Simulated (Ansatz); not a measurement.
A generator proposed this cell of Ga3Sb2As.

```yaml
crystal:
  lattice:
    - [4.03837, 0.00000, 0.00000]
    - [-2.01918, 3.49733, 0.00000]
    - [0.00000, 0.00000, 9.89194]
  atoms:
    - { symbol: Ga, position: [0.00000, 0.00000, 0.00000] }
    - { symbol: Ga, position: [0.66667, 0.33333, 0.33333] }
    - { symbol: Ga, position: [0.33333, 0.66667, 0.66667] }
    - { symbol: Sb, position: [0.66667, 0.33333, 0.08333] }
    - { symbol: Sb, position: [0.33333, 0.66667, 0.41667] }
    - { symbol: As, position: [0.00000, 0.00000, 0.75000] }
```

Theory: DFT PBE, scalar-relativistic, plane waves, PAW in Ansatz 0.2.0. Settings: cutoff 420 eV, Γ-centred mesh 6×6×2 on the computed 6-atom cell, Gaussian smearing of 0.10 eV; no spin polarisation.

Formation energies are uncorrected and refer to the elements' standard structures at the same level.

Q: What does a single point on this coarse mesh give?

A: The pressure is 14.1 GPa (the mean over three directions, positive in compression), the largest force is 1.40 eV/Å, and the energy is +0.01 eV/atom against the elements. The shortest distance is 2.47 Å.

Q: How much does it gain on relaxing, and where does it end?

A: Relaxing gains about 0.20 eV/atom (the start's value is from the coarse mesh, so the gain is rough) in 9 ionic steps and ends at −0.20 eV/atom on the finer mesh. The symmetry stays P3m1 (No. 156). The volume per atom grows by 19.8 %, from 23.3 to 27.9 Å³. The shortest distance goes from 2.47 Å (Ga–As and Ga–Sb) to 2.49 Å (Ga–As). Conventional cell: a = 4.291 Å, c = 10.502 Å. Ga on its first site is surrounded by 1 As at 2.49 Å and 3 Sb at 2.65 Å; Sb on its first site has 4 Ga at 2.65–2.68 Å; As has 4 Ga at 2.49–2.59 Å; 3 more sites not described.

The last run used a 12×12×4 mesh (in the run's order of axes) for its 6-atom cell and Gaussian smearing of 0.10 eV. These runs have no spin–orbit coupling, which can matter for Sb. The reference form of As is held partly by dispersion forces, which this level lacks. The relaxation can't lower the symmetry of the start. Symmetry constrained the relaxation, so the result can be a saddle point.
